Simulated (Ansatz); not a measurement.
Input:

TiN:
```cif
data_NTi
_chemical_formula_sum 'Ti1 N1'
_space_group_name_H-M_alt 'P 1'
_space_group_IT_number 1
_cell_length_a 2.99274
_cell_length_b 2.99274
_cell_length_c 2.99274
_cell_angle_alpha 60.000
_cell_angle_beta 60.000
_cell_angle_gamma 60.000
loop_
_space_group_symop_operation_xyz
  'x, y, z'
loop_
_atom_site_label
_atom_site_type_symbol
_atom_site_fract_x
_atom_site_fract_y
_atom_site_fract_z
_atom_site_occupancy
Ti1 Ti 0.50000 0.50000 0.50000 1
N1 N 0.00000 0.00000 0.00000 1
```

This is the r²SCAN-relaxed structure.

**Question.** All from the program Ansatz at the r²SCAN level (PAW), unless another level is named. Predict the electronic character.

**Answer.** metallic (no gap).

**Question.** Predict the density of states at the Fermi level.

**Answer.** 0.41 states/eV per atom (mean over ±0.08 eV).

**Question.** Next, the formation energy from the elements (no fitted shifts)?

**Answer.** -1.93 eV/atom.

Space group Fm-3m (rock salt). Symmetry was held in the r²SCAN relaxation. The run is not spin-polarised. The volume moved by -19 % from the start of the relaxation. With an odd number of electrons in the cell and no spin polarisation, the count alone makes it a metal. The references are the lowest solids computed at this level, not always the standard phases (solids in place of the gases).

Potentials: the later of the program's two PAW sets.
